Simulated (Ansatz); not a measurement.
Trial structure of Sn3PbO4, not yet relaxed:

```
Sn Pb O
1.0
    -2.77300    2.77300    4.92414
     2.77300   -2.77300    4.92414
     2.77300    2.77300   -4.92414
Sn Pb O
3 1 4
Direct
  0.13000 0.13000 0.00000
  0.37000 0.87000 0.50000
  0.87000 0.37000 0.50000
  0.63000 0.63000 0.00000
  0.50000 0.00000 0.00000
  0.00000 0.50000 0.00000
  0.50000 0.50000 0.50000
  0.00000 0.00000 0.50000
```

Computed with Ansatz, DFT PBE, scalar-relativistic, plane waves, PAW. Plane waves to 420 eV, a k mesh through Γ of 4×4×4 on the computed 8-atom cell and Gaussian smearing (0.10 eV); no spin polarisation.

Formation energies are uncorrected and refer to the elements' standard structures at the same level (O₂ as a molecule). The references include grey tin.

**Question.** How far from equilibrium is it?

**Answer.** The pressure is -0.4 GPa (the mean over three directions, positive in compression), the largest force is 1.10 eV/Å, and the energy is −1.20 eV/atom against the elements. The shortest distance is 2.29 Å.

**Question.** Is it a good guess?

**Answer.** A good one: relaxing gains about 0.03 eV/atom in 13 ionic steps and ends at −1.230 eV/atom on the finer mesh. The symmetry stays I4mm (No. 107). The volume per atom grows by 4.6 %, from 18.9 to 19.8 Å³. The shortest distance goes from 2.29 Å (Pb–O and Sn–O) to 2.24 Å (Sn–O). Conventional cell: a = 5.525 Å, c = 10.379 Å. Around Sn on a site of symmetry 4mm lie 4 O at 2.24 Å; around Pb lie 4 O at 2.38 Å; O is surrounded by 3 Sn at 2.24–2.25 Å, 1 Pb at 2.38 Å and 4 O at 2.71–2.81 Å; 1 more site not described.

The last run used an 8×8×8 mesh for its 8-atom cell and Gaussian smearing of 0.02 eV. No dispersion correction is applied, so the spacing and binding between layers, chains or molecules are poorly described. Spin–orbit coupling, which can matter for Pb, is left out. The relaxation can't lower the symmetry of the start, and the grade says only how near the guess is to its own end. Symmetry constrained the relaxation, so the result can be a saddle point.
